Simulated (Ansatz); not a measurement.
Al₂Cu:
```xyz
3
Lattice="0.0000 2.8672 2.8672 2.8672 0.0000 2.8672 2.8672 2.8672 0.0000" Properties=species:S:1:pos:R:3 pbc="T T T"
Al     1.4336     1.4336     1.4336
Al     4.3008     4.3008     4.3008
Cu     2.8672     2.8672     2.8672
```

Relaxed with r²SCAN. Special points in fractions of this cell's reciprocal vectors: Γ (0.000, 0.000, 0.000); X (0.500, 0.000, 0.500); U (0.625, 0.250, 0.625); K (0.375, 0.375, 0.750); L (0.500, 0.500, 0.500); W (0.500, 0.250, 0.750).

Q: List the band energies nearest the Fermi level at these points for the program Ansatz at the r²SCAN level (PAW).

A: In eV from the Fermi level; about four levels below and three above (degenerate sets whole), none deeper than 8.9 eV; points with the same levels are listed once.

```tsv
k	below	above
Γ	-4.68 -4.68 -4.68 -4.11 -4.11	3.05 3.05 3.05
X	-3.93 -3.85 -2.11 -2.11	0.65 1.82 9.51
U	-4.09 -3.85 -3.25 -1.39	1.52 4.82 6.99
L	-4.53 -4.53 -4.04 -4.03 -4.03	0.64 0.64 3.19 3.19
W	-3.91 -3.66 -3.66 -2.50	4.54 4.54 5.52
```

Space group Fm-3m (fluorite or antifluorite type). The workflow started from a Materials Project entry (that database holds measured and hypothetical structures alike); the Crystallography Open Database copy checked does not list it. It is not the phase usual at ambient conditions (space group No. 140). Symmetry was held in the r²SCAN relaxation; whether a distortion lowers the energy is not shown. The run is not spin-polarised.

Potentials: the later of the program's two PAW sets.
